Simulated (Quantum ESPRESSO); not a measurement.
# Hf3NbNO7: finding a planted mistake in a log

Computed values, not a measurement. The program is pw.x of Quantum ESPRESSO 7.5 (plane-wave density functional theory). The cell is made up: 12 atoms on a rutile lattice, with randomly drawn elements, strain and displacements, not relaxed. PseudoDojo standard norm-conserving files (v0.5 for PBE, v0.4.1 for LDA and PBEsol) set the functional; there is no spin polarisation, spin-orbit coupling or dispersion term, and the masses in the input are unused placeholders.

The hafnium pseudopotential is less sure than the others, with forces about 3 percent (worst 6) and pressure in oxides about 1.5 GPa (worst 2.7) from a second method in checks, which no rerun with the same files tests.

Intended input:

```
&control calculation='scf', pseudo_dir='./dojo.nc.sr.pbe.v0_5.standard.upf', outdir='./o', disk_io='medium', tprnfor=.true., tstress=.true. /
&system ibrav=0, nat=12, ntyp=4, nbnd=54, ecutwfc=84.00895049, nosym=.true., tot_charge=0,
 occupations='smearing', smearing='fd', degauss=0.0018374661
/
&electrons conv_thr=7.350e-09, electron_maxstep=60, /
ATOMIC_SPECIES
Hf 1.0 Hf.upf
N 1.0 N.upf
Nb 1.0 Nb.upf
O 1.0 O.upf
CELL_PARAMETERS angstrom
4.8695 0.0145 0.0839
0.0145 4.823 0.0089
0.111 0.0118 6.4405
ATOMIC_POSITIONS angstrom
Hf -0.0027 -0.0008 0.0202
Hf 2.4272 2.335 1.6328
Hf 0.0935 -0.0182 3.2993
Nb 2.5755 2.4073 4.8919
N 1.5341 1.4325 0.0634
O 3.321 3.3745 0.0813
O 3.9516 0.9942 1.7182
O 0.9993 3.9468 1.6711
O 1.4544 1.4694 3.1863
O 3.4831 3.3359 3.2323
O 4.0541 1.0733 4.9532
O 0.9531 3.8861 4.7759
K_POINTS automatic
5 5 4 1 1 1
```

The log is shortened where brackets say so; the opening notice, blank lines, dates and the lines on written files are dropped, and the path of the files is cut. It prints rydbergs, bohrs and kilobars, and counts compression as positive stress. Where no state is partly filled, the Fermi energy that it prints is only some level between the filled and the empty states on the mesh, and need not lie in the true gap.

Log of the intended run:

```
     Program PWSCF v.7.5
     Parallel version (MPI & OpenMP), running on       1 processor cores
     Number of MPI processes:                 1
     Threads/MPI process:                     1
     [start-up lines left out]
     bravais-lattice index     =            0
     lattice parameter (alat)  =       9.2034  a.u.
     unit-cell volume          =    1020.4308 (a.u.)^3
     number of atoms/cell      =           12
     number of atomic types    =            4
     number of electrons       =        96.00
     number of Kohn-Sham states=           54
     kinetic-energy cutoff     =      84.0090  Ry
     charge density cutoff     =     336.0358  Ry
     scf convergence threshold =      7.3E-09
     mixing beta               =       0.7000
     number of iterations used =            8  plain     mixing
     Exchange-correlation= PBE
                           (   1   4   3   4   0   0   0)
     [axes and pseudopotential details left out]
   Cartesian axes
     site n.     atom                  positions (alat units)
         1        Hf     tau(   1) = (  -0.0005544  -0.0001643   0.0041476  )
         2        Hf     tau(   2) = (   0.4983734   0.4794421   0.3352604  )
         3        Hf     tau(   3) = (   0.0191982  -0.0037370   0.6774403  )
         4        Nb     tau(   4) = (   0.5288236   0.4942873   1.0044465  )
         5        N      tau(   5) = (   0.3149945   0.2941331   0.0130178  )
         6        O      tau(   6) = (   0.6818960   0.6928811   0.0166932  )
         7        O      tau(   7) = (   0.8113761   0.2041376   0.3527954  )
         8        O      tau(   8) = (   0.2051848   0.8103906   0.3431245  )
         9        O      tau(   9) = (   0.2986298   0.3017097   0.6542382  )
        10        O      tau(  10) = (   0.7151797   0.6849554   0.6636833  )
        11        O      tau(  11) = (   0.8324223   0.2203791   1.0170332  )
        12        O      tau(  12) = (   0.1956986   0.7979271   0.9806284  )
     number of k points=    50  Fermi-Dirac smearing, width (Ry)=  0.0018
                       cart. coord. in units 2pi/alat
        k(    1) = (   0.0981197   0.1005136   0.0926486), wk =   0.0400000
        k(    2) = (   0.0948625   0.1001744   0.2817529), wk =   0.0400000
     [further k points left out]
     Dense  grid:   106157 G-vectors     FFT dimensions: (  54,  54,  72)
     Estimated max dynamical RAM per process >     180.90 MB
     Initial potential from superposition of free atoms
     starting charge      95.9921, renormalised to      96.0000
     Starting wfcs are   72 randomized atomic wfcs
     total cpu time spent up to now is       27.8 secs
     per-process dynamical memory:   109.3 Mb
     Self-consistent Calculation
     iteration #  1     ecut=    84.01 Ry     beta= 0.70
     Davidson diagonalization with overlap
     ethr =  1.00E-02,  avg # of iterations =  2.0
     total cpu time spent up to now is       89.8 secs
     total energy              =    -713.58727190 Ry
     estimated scf accuracy    <       6.08821412 Ry
     iteration #  2     ecut=    84.01 Ry     beta= 0.70
     Davidson diagonalization with overlap
     ethr =  6.34E-03,  avg # of iterations =  6.2
     total cpu time spent up to now is      187.8 secs
     total energy              =    -710.17699318 Ry
     estimated scf accuracy    <      37.80066018 Ry
     [iterations 3 to 15 left out]
     iteration # 16     ecut=    84.01 Ry     beta= 0.70
     Davidson diagonalization with overlap
     ethr =  9.76E-11,  avg # of iterations =  4.7
     total cpu time spent up to now is     1043.9 secs
     total energy              =    -716.75321767 Ry
     estimated scf accuracy    <       0.00000002 Ry
     iteration # 17     ecut=    84.01 Ry     beta= 0.70
     Davidson diagonalization with overlap
     ethr =  2.05E-11,  avg # of iterations =  2.1
     total cpu time spent up to now is     1094.9 secs
     End of self-consistent calculation
     [lines on levels left out]
     the Fermi energy is    10.9390 ev
!    total energy              =    -716.75321767 Ry
     estimated scf accuracy    <          2.3E-09 Ry
     smearing contrib. (-TS)   =      -0.00000000 Ry
     internal energy E=F+TS    =    -716.75321767 Ry
     The total energy is F=E-TS. E is the sum of the following terms:
     one-electron contribution =    -175.83611649 Ry
     hartree contribution      =     137.17565683 Ry
     xc contribution           =    -176.53458522 Ry
     ewald contribution        =    -501.55817279 Ry
     convergence has been achieved in  17 iterations
     Forces acting on atoms (cartesian axes, Ry/au):
     atom    1 type  1   force =     0.02129570    0.01066869    0.07982532
     atom    2 type  1   force =     0.00080498    0.02450436    0.00350732
     atom    3 type  1   force =    -0.04250136    0.01036437   -0.11688241
     atom    4 type  3   force =    -0.03838654   -0.03093091    0.09419523
     atom    5 type  2   force =     0.01282190    0.03062272   -0.13957851
     atom    6 type  4   force =     0.00298003    0.00710597   -0.08520777
     atom    7 type  4   force =     0.00819586   -0.02352760   -0.01195275
     atom    8 type  4   force =    -0.00716993   -0.01302433   -0.01554483
     atom    9 type  4   force =     0.04990885    0.03571185    0.08378303
     atom   10 type  4   force =    -0.03542168   -0.01053024    0.06287354
     atom   11 type  4   force =    -0.03918846    0.01561641   -0.01485340
     atom   12 type  4   force =     0.06666067   -0.05658128    0.05983523
     Total force =     0.304781     Total SCF correction =     0.000089
     Computing stress (Cartesian axis) and pressure
          total   stress  (Ry/bohr**3)                   (kbar)     P=        6.05
   0.00007611   0.00003735  -0.00009110           11.20        5.49      -13.40
   0.00003735   0.00015352  -0.00002947            5.49       22.58       -4.34
  -0.00009110  -0.00002947  -0.00010623          -13.40       -4.34      -15.63
     init_run     :     24.73s CPU     27.16s WALL (       1 calls)
     electrons    :   1017.91s CPU   1067.16s WALL (       1 calls)
     forces       :      9.86s CPU      9.96s WALL (       1 calls)
     stress       :     39.18s CPU     40.44s WALL (       1 calls)
     [timing details left out]
     PWSCF        :  18m12.01s CPU  19m 6.65s WALL
     JOB DONE.
```

A second run was made from an input with one planted mistake. Its log:

```
     Program PWSCF v.7.5
     Parallel version (MPI & OpenMP), running on       1 processor cores
     Number of MPI processes:                 1
     Threads/MPI process:                     1
     [start-up lines left out]
     bravais-lattice index     =            0
     lattice parameter (alat)  =       9.2034  a.u.
     unit-cell volume          =    1020.4308 (a.u.)^3
     number of atoms/cell      =           12
     number of atomic types    =            4
     number of electrons       =        96.00
     number of Kohn-Sham states=           54
     kinetic-energy cutoff     =      58.9459  Ry
     charge density cutoff     =     235.7837  Ry
     scf convergence threshold =      7.3E-09
     mixing beta               =       0.7000
     number of iterations used =            8  plain     mixing
     Exchange-correlation= PBE
                           (   1   4   3   4   0   0   0)
     [axes and pseudopotential details left out]
   Cartesian axes
     site n.     atom                  positions (alat units)
         1        Hf     tau(   1) = (  -0.0005544  -0.0001643   0.0041476  )
         2        Hf     tau(   2) = (   0.4983734   0.4794421   0.3352604  )
         3        Hf     tau(   3) = (   0.0191982  -0.0037370   0.6774403  )
         4        Nb     tau(   4) = (   0.5288236   0.4942873   1.0044465  )
         5        N      tau(   5) = (   0.3149945   0.2941331   0.0130178  )
         6        O      tau(   6) = (   0.6818960   0.6928811   0.0166932  )
         7        O      tau(   7) = (   0.8113761   0.2041376   0.3527954  )
         8        O      tau(   8) = (   0.2051848   0.8103906   0.3431245  )
         9        O      tau(   9) = (   0.2986298   0.3017097   0.6542382  )
        10        O      tau(  10) = (   0.7151797   0.6849554   0.6636833  )
        11        O      tau(  11) = (   0.8324223   0.2203791   1.0170332  )
        12        O      tau(  12) = (   0.1956986   0.7979271   0.9806284  )
     number of k points=    50  Fermi-Dirac smearing, width (Ry)=  0.0018
                       cart. coord. in units 2pi/alat
        k(    1) = (   0.0981197   0.1005136   0.0926486), wk =   0.0400000
        k(    2) = (   0.0948625   0.1001744   0.2817529), wk =   0.0400000
     [further k points left out]
     Dense  grid:    62395 G-vectors     FFT dimensions: (  45,  45,  60)
     Estimated max dynamical RAM per process >     110.02 MB
     Check: negative core charge=   -0.000036
     Initial potential from superposition of free atoms
     starting charge      95.9921, renormalised to      96.0000
     Starting wfcs are   72 randomized atomic wfcs
     total cpu time spent up to now is       17.3 secs
     per-process dynamical memory:    68.0 Mb
     Self-consistent Calculation
     iteration #  1     ecut=    58.95 Ry     beta= 0.70
     Davidson diagonalization with overlap
     ethr =  1.00E-02,  avg # of iterations =  2.0
     total cpu time spent up to now is       52.3 secs
     total energy              =    -713.55417243 Ry
     estimated scf accuracy    <       5.99246231 Ry
     iteration #  2     ecut=    58.95 Ry     beta= 0.70
     Davidson diagonalization with overlap
     ethr =  6.24E-03,  avg # of iterations =  6.3
     total cpu time spent up to now is      106.3 secs
     total energy              =    -710.13302013 Ry
     estimated scf accuracy    <      37.58231624 Ry
     [iterations 3 to 15 left out]
     iteration # 16     ecut=    58.95 Ry     beta= 0.70
     Davidson diagonalization with overlap
     ethr =  7.21E-11,  avg # of iterations =  4.5
     total cpu time spent up to now is      682.4 secs
     total energy              =    -716.66404440 Ry
     estimated scf accuracy    <       0.00000001 Ry
     iteration # 17     ecut=    58.95 Ry     beta= 0.70
     Davidson diagonalization with overlap
     ethr =  1.47E-11,  avg # of iterations =  2.1
     total cpu time spent up to now is      715.0 secs
     End of self-consistent calculation
     [lines on levels left out]
     the Fermi energy is    10.9429 ev
!    total energy              =    -716.66404441 Ry
     estimated scf accuracy    <          2.1E-09 Ry
     smearing contrib. (-TS)   =      -0.00000000 Ry
     internal energy E=F+TS    =    -716.66404441 Ry
     The total energy is F=E-TS. E is the sum of the following terms:
     one-electron contribution =    -175.67927873 Ry
     hartree contribution      =     137.06971084 Ry
     xc contribution           =    -176.49630371 Ry
     ewald contribution        =    -501.55817280 Ry
     convergence has been achieved in  17 iterations
     Forces acting on atoms (cartesian axes, Ry/au):
     atom    1 type  1   force =     0.02136201    0.01069687    0.07979851
     atom    2 type  1   force =     0.00091810    0.02434052    0.00342321
     atom    3 type  1   force =    -0.04233574    0.01034611   -0.11694931
     atom    4 type  3   force =    -0.03836885   -0.03150630    0.09402021
     atom    5 type  2   force =     0.01270905    0.03033278   -0.13945653
     atom    6 type  4   force =     0.00309617    0.00732719   -0.08487186
     atom    7 type  4   force =     0.00805777   -0.02335340   -0.01207702
     atom    8 type  4   force =    -0.00730637   -0.01325245   -0.01552073
     atom    9 type  4   force =     0.04961310    0.03568776    0.08393795
     atom   10 type  4   force =    -0.03487777   -0.01004902    0.06247298
     atom   11 type  4   force =    -0.03933004    0.01587847   -0.01478888
     atom   12 type  4   force =     0.06646257   -0.05644853    0.06001148
     Total force =     0.304419     Total SCF correction =     0.000080
     Computing stress (Cartesian axis) and pressure
          total   stress  (Ry/bohr**3)                   (kbar)     P=      -83.66
  -0.00053383   0.00003655  -0.00008858          -78.53        5.38      -13.03
   0.00003655  -0.00045712  -0.00002788            5.38      -67.24       -4.10
  -0.00008858  -0.00002788  -0.00071518          -13.03       -4.10     -105.21
     init_run     :     15.79s CPU     17.10s WALL (       1 calls)
     electrons    :    668.21s CPU    697.75s WALL (       1 calls)
     forces       :      7.09s CPU      7.18s WALL (       1 calls)
     stress       :     28.56s CPU     28.72s WALL (       1 calls)
     [timing details left out]
     PWSCF        :  12m 0.01s CPU  12m31.72s WALL
     JOB DONE.
```

Question: what was wrong in the second input?

Answer: the plane-wave cutoff is too low. The input lines that differ, file-writing options aside:

```
- &system ibrav=0, nat=12, ntyp=4, nbnd=54, ecutwfc=84.00895049, nosym=.true., tot_charge=0,
+ &system ibrav=0, nat=12, ntyp=4, nbnd=54, ecutwfc=58.94591277, nosym=.true., tot_charge=0,
```

```
                                            intended run  run with the mistake
                          free energy (eV)     -9751.924             -9750.711
                    smearing term -TS (eV)        0.0000                0.0000
                            pressure (GPa)          0.61                 -8.37
            largest force component (eV/Å)         3.589                 3.586
largest change of a force component (eV/Å)                               0.015
                                iterations            17                    17
```

For scale, a rerun of the intended cell at a cutoff of 1467 eV and k mesh 7 x 7 x 6 moved values by no more than 0.004 eV in energy, 0.04 GPa in stress and 0.003 eV/Å in force.